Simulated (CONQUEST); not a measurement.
A self-consistent single point of Cd₂SeS (P3m1, 8 atoms in the cell; from Materials Project mp-1226934, changed as shown).

```
Cd2SeS
1.0
    4.38360     0.00000     0.00000
    0.00000     7.59262     0.00000
    0.00000     0.00000     7.14803
Cd Se S
4 2 2
Direct
  0.00000   0.00000   0.49023
  0.00000   0.33333   0.00964
  0.50000   0.50000   0.49023
  0.50000   0.83333   0.00964
  0.00000   0.33333   0.62575
  0.50000   0.83333   0.62575
  0.00000   0.00000   0.12238
  0.50000   0.50000   0.12238
```

Computed with LDA (PW92), numerical atomic orbitals double-zeta with polarisation (the shipped basis), PseudoDojo norm-conserving potentials made for LDA (CONQUEST).

CONQUEST settings:

* **basis**: DZP
* **Diag.MPMeshX, Y, Z**: 4 2 2
* **potentials**: PseudoDojo norm-conserving LDA
* **Grid.GridCutoff**: 175 Ha
* **DM.SolutionMethod**: diagon
* **Diag.kT**: 0.000735 Ha
* **Diag.GammaCentred**: true
* **minE.SCTolerance**: 1.0e-06
* **SC.MaxIters**: 100
* **SC.LinearMixingFactor**: 0.3
* **SC.KerkerPreCondition**: true
* **SC.KerkerFactor**: 0.1 1/bohr
* **AtomMove.TypeOfRun**: static

**Question.** Estimate, at this level of theory: gap on the k-point mesh and pressure.

**Answer.** The run gave:

```
Property                    Result
-----------------------  ---------
Gap on the k-point mesh    0.40 eV
Pressure                 -6.25 GPa
```

The gap is read on the k-point mesh of the run and can differ from the gap over the whole zone at this level.

For comparison: a first run was changed to give this one (lattice scaled by 1.02), and from it to this one the free energy rises by 55.9 meV/atom, the pressure goes from -4.11 to -6.25 GPa and the gap on the mesh goes from 0.553 to 0.399 eV.

The program uses no crystal symmetry, so grid and mesh can part values that symmetry would make equal. The atom-centred basis is finite, which shifts total energies, pressures and gaps against plane waves. The structure comes from a collection of computed structures, made at another level of theory; the collection holds predicted forms beside known ones.

Cost on one core: very roughly 2.5 core-minutes.
